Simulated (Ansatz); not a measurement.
# What moves the field gradients of Na2Se2O7?

Cell of run 1: a Materials Project structure (computed, not necessarily an observed phase), atoms as given.

Space group P-1 (No. 2); a = 6.9403, b = 6.9488, c = 7.0458 Å, α = 82.50°, β = 65.27°, γ = 82.05°.

```
site  Wyckoff  site symmetry       x       y       z
 Na1       2i              1  0.2670  0.6500  0.6043
 Na3       2i              1  0.7387  0.9256  0.7643
 Se5       2i              1  0.7542  0.8592  0.2758
 Se7       2i              1  0.2016  0.5992  0.1336
  O9       2i              1  0.6358  0.9667  0.1291
 O11       2i              1  0.6336  0.6860  0.4453
 O13       2i              1  0.8334  0.0085  0.3846
 O15       2i              1  0.2557  0.7315  0.2751
 O17       2i              1  0.1003  0.3981  0.2579
 O19       2i              1  0.3662  0.5834  0.8911
 O21       2i              1  0.9856  0.7466  0.0819
```

One atom of each set is listed.

Relaxed positions (PBE, cell held):

Na1 (0.2668, 0.6463, 0.6043)
Na3 (0.7442, 0.9259, 0.7638)
Se5 (0.7550, 0.8635, 0.2784)
Se7 (0.2020, 0.5963, 0.1342)
O9 (0.6334, 0.9731, 0.1336)
O11 (0.6320, 0.6926, 0.4535)
O13 (0.8424, 0.0120, 0.3826)
O15 (0.2602, 0.7311, 0.2721)
O17 (0.0991, 0.3963, 0.2649)
O19 (0.3654, 0.5753, 0.8905)
O21 (0.9830, 0.7449, 0.0802)

All runs are DFT with Ansatz 0.2.0 (plane waves and PAW, scalar-relativistic unless spin–orbit coupling is named, Γ-centred meshes, Fermi–Dirac smearing where given) in this cell.

Run 1: PBE, atoms as given; 420 eV, 4×3×3 k-points, smearing 0.02 eV.
Run 2: PBE, atoms relaxed; 420 eV, 4×3×3 k-points, smearing 0.02 eV.
Run 3: r2SCAN, at the relaxed atoms; 500 eV, 4×3×3 k-points, smearing 0.02 eV.

```json
{"run": "1", "O11 V_zz (η)": "17.52 (0.18)", "O13 V_zz (η)": "17.47 (0.13)", "O17 V_zz (η)": "17.74 (0.23)", "O19 V_zz (η)": "18.26 (0.18)"}
```

The results of the other runs, out of order. V_zz in 10²¹ V/m²; 4 of the 11 sets of like atoms are followed.

```
result  O11 V_zz (η)  O13 V_zz (η)  O17 V_zz (η)  O19 V_zz (η)
     A  17.85 (0.17)  17.82 (0.14)  18.01 (0.24)  18.58 (0.18)
     B  18.47 (0.18)  18.46 (0.14)  18.64 (0.24)  19.26 (0.17)
```

Question: Which result belongs to which run?

Answer: A is run 2, B is run 3. Taken one at a time, the positions of the atoms (as given or relaxed) move the tensors on these sites by up to 0.92 (largest principal value of the change, on O17), the functional (r2SCAN with its higher cutoff) by 0.68 (O19).

In runs 1, 3 the atoms aren't at the calculated equilibrium (largest force 0.41, 0.76 eV/Å).
